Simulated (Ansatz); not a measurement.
GeMo₂C in space group P6_3/mmc (No. 194; Ge on 2d, Mo on 4f, C on 2a) at seven volumes, plane-wave PAW PBEsol (Ansatz code), shape and atoms relaxed at each. One row is withheld.

| V (Å³/atom) | P (GPa) |
|---|---|
| 11.861 | 26.81 |
| 12.252 | 16.29 |
| 12.643 | ? |
| 13.034 | -0.01 |
| 13.425 | -6.30 |
| 13.816 | -11.58 |
| 14.207 | -16.00 |

Question: Fit the shown pressures and predict the withheld one.

Answer: Third-order Birch–Murnaghan: P = (3/2)B₀(x^(7/2) − x^(5/2))[1 + (3/4)(B′ − 4)(x − 1)] with x = (V₀/V)^(2/3). Least squares on the six rows gives V₀ = 13.033 Å³/atom, B₀ = 227.6 GPa, B′ = 4.73. At V = 12.643, x = 1.0205 and P = 7.43 GPa. The run itself gave 7.46 GPa.

The start of the workflow was typed in or built on a structure type; neither database checked (COD, Materials Project) lists it. Whether it is the stable phase at ambient conditions was not checked. The cell was relaxed with PBEsol under the symmetry of its start; whether a distortion lowers the energy is not shown. The run is not spin-polarised.

Potentials: the earlier of the program's two PAW sets. The files were generated under PBE; for other functionals the program regenerates the frozen cores, and for LDA and PBEsol the local potential too.
